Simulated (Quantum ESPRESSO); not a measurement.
# Kohn-Sham bands of LiTaO3 (R3c)

```
CELL_PARAMETERS angstrom
     -2.56698     4.44614     0.00000
     -5.13396     0.00000     0.00000
     -2.56698     1.48205     4.60543
ATOMIC_POSITIONS crystal
  Li 0.71678 0.71678 0.84966
  Li 0.21678 0.21678 0.34966
  Ta 0.00054 0.00054 0.99837
  Ta 0.50054 0.50054 0.49837
  O  0.13327 0.38569 0.70551
  O  0.38569 0.77553 0.70551
  O  0.77553 0.13327 0.70551
  O  0.27553 0.88569 0.20551
  O  0.63327 0.27553 0.20551
  O  0.88569 0.63327 0.20551
```

Materials Project entry mp-3666; symmetrised, unrelaxed at this level. COD (Crystallography Open Database) has an entry of this formula and space group (matched by these alone). Level: PBEsol, no spin polarisation, no spin-orbit coupling; pw.x of Quantum ESPRESSO at 68 Ry with PseudoDojo potentials, 6×6×6 k-points, Wannier90. Density: 8×8×8 mesh, cold smearing 0.01 Ry. Spin-orbit coupling is left out although heavy elements are present.

Energies are relative to the valence-band maximum; weights are on the orthonormalised atomic waves of the pseudopotential files, averaged over the group. 68 electrons a cell are treated as valence.

| bands | from (eV) | to (eV) | filling | weight on atomic waves |
|---|---|---|---|---|
| 1–2 | -66.90 | -66.90 | filled | … |
| 3–4 | -41.83 | -41.82 | filled | … |
| 5–10 | -33.57 | -33.39 | filled | … |
| 11–16 | -17.28 | -15.21 | filled | … |
| 17–34 | -4.94 | 0.00 | filled | … |
| 35–40 | 3.85 | 6.43 | empty | … |

Task: Which atomic shells make up each group?

Result: 
- 1–2, weight on atomic waves: Ta 5s 96 %
- 3–4, weight on atomic waves: Li 1s 99 %
- 5–10, weight on atomic waves: Ta 5p 96 %
- 11–16, weight on atomic waves: O 2s 82 %, Ta 5d 9 %, Ta 6s 4 %
- 17–34, weight on atomic waves: O 2p 82 %, Ta 5d 13 %
- 35–40, weight on atomic waves: Ta 5d 72 %, O 2p 23 %

The Kohn-Sham gap over both meshes and the path is 3.85 eV.
